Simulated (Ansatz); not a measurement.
The start is a randomly generated symmetric cell of WSe2 (space group No. 137). The structure is fully relaxed (lattice and positions, P = 0) with PBE (plane waves to 420 eV, PAW, scalar-relativistic; Ansatz, an electronic-structure program). First-step values are on the input's coarse k-mesh.

Ansatz input (later rounds restart from its end on a renewed k-mesh):
Ansatz 0.2 input:
```yaml
crystal:
  lattice:
    - [6.0440573, 0, 0]
    - [0, 6.0440573, 0]
    - [0, 0, 4.0050772]
  atoms:
    - { symbol: Se, position: [0.5, 0, 0.60776606] }
    - { symbol: Se, position: [0.5, 0, 0.10776606] }
    - { symbol: Se, position: [0, 0.5, 0.89223394] }
    - { symbol: Se, position: [0, 0.5, 0.39223394] }
    - { symbol: W, position: [0, 0, 0.5] }
    - { symbol: W, position: [0.5, 0.5, 0] }
basis: { ecutwfc: 420, ecutrho_ratio: 4, xc_grid: 2, fft_grid_basis: typed }
kpoints: { mp_grid: { grid: [4, 4, 6] } }
hamiltonian:
  xc: pbe
  dispersion: none
  pseudopotentials: { azcp: { folder: ./paw }, kind: paw }
scf: { occupations: { method: fermi_dirac, width: 0.05 } }
relax: { f_tol: 0.01, max_steps: 100, cell: { stress_tol: 0.02 } }
output: { forces: true, stress: true }
```

How large is the pressure on the unrelaxed cell, and of which sign?

+19 GPa (positive: the cell is compressed).

What is the largest force in the starting geometry, and on which atom (counted from 1)?

About 0.2 eV/Å, on Se1, Se2, Se3, Se4 (atoms numbered as listed).

How does the volume per atom move from start to end?

-15.9 %, from 24.38 to 20.50 Å³/atom.

How do the shortest distances between atoms change?

The closest pairs of elements (up to four, under 3.6 Å), start → end: Se–Se 2.00 → 3.14 Å; Se–W 3.05 → 2.63 Å.

Is the relaxed structure metallic? Give its gap.

No gap (metallic).

The last rounds were run with spin polarisation. What moments result?

Net 0.57 μB/atom, ferromagnetic.

What does it relax into? Give the structure.


Space group P4₂/nmc, origin choice 1 (No. 137); a = b = 4.4223 Å, c = 6.2900 Å, α = β = γ = 90.00°

| atom | site | symmetry | x | y | z |
|---|---|---|---|---|---|
| Se | 4d | 2mm. | 0.5000 | 0.0000 | 0.2272 |
| W | 2b | -4m2 | 0.0000 | 0.0000 | 0.5000 |

The space group stays P4₂/nmc (No. 137) (the run could not lower it), with 6 atoms in the primitive magnetic cell. Final values are on a 11×11×8 k-mesh of the relaxed cell. The first round had no spin; a later round switched it on. Spin state reached: ferromagnetic (net 0.57 μB/atom); other spin orders were not run from this start.

The run could not lose the symmetry of its start: the end is stationary, and may be a saddle point rather than a minimum.

The relaxed structure here is a generated cell of WSe2: the first start was made by a random draw of sites in a space group, and the end was not matched to a known phase here, so it may be hypothetical. Known forms of WSe2 include space group No. 194.
